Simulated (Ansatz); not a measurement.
SiGe in space group Cm (No. 8; Pearson symbol mS32), plane-wave PAW r²SCAN (Ansatz code). The conduction-band minimum lies at Γ, with 1 equivalent valley. Second derivatives d²E/dk² of the lowest band at one valley (eV·Å²), along Cartesian directions:

| direction | d²E/dk² |
|---|---|
| [100] | 13.47 |
| [010] | 22.05 |
| [001] | 22.27 |
| [110] | 17.78 |
| [101] | 6.588 |
| [011] | 22.15 |

Find the principal effective masses, the density-of-states mass and the conductivity mass.

Off-diagonal terms follow from H_xy = H[110] − (H_xx + H_yy)/2, and m*/mₑ = 7.620 eV·Å² over each eigenvalue: 0.25, 0.35, 1.3. One valley's DOS mass (m₁m₂m₃)^(1/3) = 0.49, conductivity mass 3/(Σ 1/mᵢ) = 0.40 mₑ.

What effective density of states Nc follows at 300 K for parabolic valleys?

Nc = 2.509e19 × 1 × (0.49)^(3/2) ≈ 8.6e18 cm⁻³.

The start of the workflow was typed in or built on a structure type; neither database checked (COD, Materials Project) lists it. Its standing as an ambient phase is unchecked. The cell was relaxed with r²SCAN under the symmetry of its start; whether a distortion lowers the energy is not shown. Spin–orbit coupling is left out wherever it is not named.

Potentials: the earlier of the program's two PAW sets. The files were generated under PBE; for other functionals the program regenerates the frozen cores, and for LDA and PBEsol the local potential too.

Edges and masses are those of Kohn–Sham bands, whose gap is no quasiparticle gap.
